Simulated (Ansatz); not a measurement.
## RbCaH$_{3}$: moving Rb off its site

RbCaH$_{3}$, Pm-3m, a = 4.547 Å (as given, not relaxed at this level: -0.5 GPa). The structure is a COD entry; whether it is the stable form wasn't checked. Ansatz: r2SCAN, PAW, 500 eV, Γ-centred 6×6×6 mesh on 5 atoms, Gaussian smearing 0.05 eV; no spin polarisation.

```
CELL_PARAMETERS angstrom
4.54700 0.00000 0.00000
0.00000 4.54700 0.00000
0.00000 0.00000 4.54700
ATOMIC_POSITIONS crystal
Rb 0.00000 0.00000 0.00000
Ca 0.50000 0.50000 0.50000
H 0.00000 0.50000 0.50000
H 0.50000 0.00000 0.50000
H 0.50000 0.50000 0.00000
```

Atom 1 (Rb) moves by x along the unit vector (0.577, 0.577, 0.577), with its periodic images; all else is held. y is the free energy of the cell over the start, F the force along the path summed over the moved atoms. Symmetry makes y even in x.

| x (Å) | y (meV) | F (eV/Å) |
| --- | --- | --- |
| -0.1000 | ? | ? |
| -0.0500 | 1.39 | 0.06 |
| 0.0000 | 0.00 | 0.00 |
| 0.0125 | 0.09 | -0.01 |
| 0.0250 | 0.35 | -0.03 |
| 0.0375 | 0.78 | -0.04 |
| 0.0625 | 2.17 | -0.07 |
| 0.0750 | 3.13 | -0.08 |
| 0.0875 | 4.26 | -0.10 |

**Question.** Fit y = c2 x² + c4 x⁴ to the energies of the other rows, give the force constant, and predict energy and force of the missing row.

**Answer.** Least squares on the rows shown. y = 555.5 x² + 126.1 x⁴. The force constant is 2 c2 = 1.11 eV/Å² (for all images moving together, not for a lone atom). The force −dy/dx at the missing row is 0.11 eV/Å (computed 0.11). At x = -0.1000 the fit asked for gives 5.57 meV. The run gave 5.58 meV, so the fit is 0.01 meV too low, a small miss on the scale of the series.